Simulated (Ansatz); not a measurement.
All-electron LAPW in Ansatz 0.2.0 under PBE, scalar-relativistic, energies extrapolated to zero smearing. Slabs are 1×1 cells cut from bulk crystals relaxed on PAW files, with atoms then relaxed, 16 to 20 Å of vacuum, a dipole correction, k spacings of 0.16 to 0.26 Å⁻¹ and smearing of 0.02 to 0.1 eV, without spin–orbit coupling or spin polarisation. The bulk type named needn't be the stable one, and no reconstruction is allowed.

| slab | area (Å²) | γ (J/m²) | Φ (eV) | Δd12 (%) |
| --- | --- | --- | --- | --- |
| fcc Au (100), 4 layers | 8.64 | 0.87 | 5.06 | ? |
| fcc Au (110), 6 layers | 12.22 | ? | 4.98 | -14.0 |
| fcc Au (100), 5 layers | 8.64 | 0.86 | 5.05 | -1.5 |

Q: Give the missing entry: row "fcc Au (110), 6 layers", column "γ (J/m²)".

A: 0.91.

Q: What belongs in the row "fcc Au (100), 4 layers", column "Δd12 (%)"?

A: -1.4.
